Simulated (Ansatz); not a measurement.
The calculation used DFT PBE, scalar-relativistic, plane waves, PAW (Ansatz). Settings: cutoff 420 eV, Γ-centred meshes spaced at most about 0.3 Å⁻¹, and about 0.25 Å⁻¹ or finer for metals (2π included), Gaussian smearing. No spin polarisation in the final relaxations.

All energies are static (0 K, no zero-point motion).

Two relaxed structures of Zn3GeO:

A.

```xyz
5
Lattice="3.8113 0.0000 0.0000 0.0000 3.8113 0.0000 0.0000 0.0000 6.3739" Properties=species:S:1:pos:R:3 pbc="T T T"
Zn    0.0000    1.9057    2.6147
Zn    1.9057    1.9057    0.4829
Zn    1.9057    0.0000    2.6147
Ge    1.9057    1.9057    4.3827
O     0.0000    0.0000    1.6452
```

B.

```xyz
5
Lattice="4.2301 0.0000 0.0000 0.0000 4.2301 0.0000 0.0000 0.0000 4.2301" Properties=species:S:1:pos:R:3 pbc="T T T"
Zn    2.1151    2.1151    0.0000
Zn    2.1151    0.0000    2.1151
Zn    0.0000    2.1151    2.1151
Ge    0.0000    0.0000    0.0000
O     2.1151    2.1151    2.1151
```

Question: Which form is favoured at zero pressure, and by what margin per atom?

Answer: B is lower, by 14 meV/atom. A has space group P4mm (No. 99), 18.5 Å³/atom and no gap on its mesh; B has the antiperovskite type, space group Pm-3m (No. 221), 15.1 Å³/atom and no gap. Counting Ge or Zn atoms around O (for each partner element, those within 1.25 times its shortest distance or 1.15 times the sum of covalent radii, where it is the nearest in units of that sum or under 1.3), A has O 4 and B has O 6. The denser one is the lower, and pressure would at first widen the difference. In A, around Zn on a site of symmetry 2mm lie 2 O at 2.14 Å, 2 Ge at 2.60 Å, 4 Zn at 2.69 Å and 2 Zn at 2.86 Å; Ge is surrounded by 5 Zn at 2.47–2.60 Å; O has 4 Zn at 2.14 Å and 4 Zn at 2.93 Å; 1 more site not described. In B, Zn is surrounded by 2 O at 2.12 Å, 4 Ge at 2.99 Å and 8 Zn at 2.99 Å; around Ge lie 12 Zn at 2.99 Å; O is surrounded by 6 Zn at 2.12 Å. Both come from invented guesses. A third cell relaxed alike, in P4/mmm, lies 87 meV/atom below the lower of the two.

The k mesh leaves some 4 meV/atom of noise in the energy of each metallic cell. Cells relaxed within their symmetry can be saddle points.
